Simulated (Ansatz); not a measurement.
SrTiO$_{3}$ (cubic perovskite)

Space group Pm-3m (No. 221); a = 3.891 Å, b = 3.891 Å, c = 3.891 Å, α = 90.00°, β = 90.00°, γ = 90.00°

| atom | site | symmetry | x | y | z |
|---|---|---|---|---|---|
| Sr | 1a | m-3m | 0.0000 | 0.0000 | 0.0000 |
| Ti | 1b | m-3m | 0.5000 | 0.5000 | 0.5000 |
| O | 3c | 4/mm.m | 0.0000 | 0.5000 | 0.5000 |

Grid over V/V₀ and (c/a)/(c/a)₀, subscript 0 meaning the relaxed cell; the conventional c axis lies along z; no internal relaxation.

These are PBEsol (plane waves to 420 eV, PAW, scalar-relativistic; Ansatz, an electronic-structure program) values and carry that method's errors. k mesh 9×9×9 (Γ-centred), Fermi-Dirac smearing 0.05 eV. Stress and pressure are positive under compression. SrTiO3 is run without spin polarisation. SrTiO3 was relaxed with its symmetry unable to fall. The PAW data are Ansatz's earlier set.

Changes of σxx (GPa) from the point V/V₀ = 1.000, (c/a)/(c/a)₀ = 1.000 when one coordinate moves alone (two changes are said to add if the coupling is within 5 % of the smaller one, nearly so within 20 %):

```json
[
 {"point": "V/V₀ = 1.000, (c/a)/(c/a)₀ = 0.960", "change": "-3.11"},
 {"point": "V/V₀ = 1.000, (c/a)/(c/a)₀ = 0.980", "change": "-1.60"},
 {"point": "V/V₀ = 0.960, (c/a)/(c/a)₀ = 1.000", "change": "8.32"},
 {"point": "V/V₀ = 0.980, (c/a)/(c/a)₀ = 1.000", "change": "3.93"},
 {"point": "V/V₀ = 1.020, (c/a)/(c/a)₀ = 1.000", "change": "-3.53"},
 {"point": "V/V₀ = 1.040, (c/a)/(c/a)₀ = 1.000", "change": "-6.70"},
 {"point": "V/V₀ = 1.000, (c/a)/(c/a)₀ = 1.020", "change": "1.70"},
 {"point": "V/V₀ = 1.000, (c/a)/(c/a)₀ = 1.040", "change": "3.51"}
]
```

Do the two effects add at V/V₀ = 0.960, (c/a)/(c/a)₀ = 1.020? Give the computed change.

The sum of the single changes is 8.32 + (1.70) = 10.02; the calculation gives 10.35, so the coupling contributes 0.33 (under 20 % of the smaller single change, nearly additive).

What is the change at V/V₀ = 1.020, (c/a)/(c/a)₀ = 1.040, where both move, and how far is it from the sum?

The sum of the single changes is -3.53 + (3.51) = -0.02; the calculation gives -0.32, so the coupling contributes -0.30 (under 20 % of the smaller single change, nearly additive).

Do the two effects add at V/V₀ = 0.960, (c/a)/(c/a)₀ = 1.040? Give the computed change.

The sum of the single changes is 8.32 + (3.51) = 11.83; the calculation gives 12.51, so the coupling contributes 0.68 (under 20 % of the smaller single change, nearly additive).

(Under strain, the slope of the energy per volume gives the stress and its curvature an elastic modulus.)
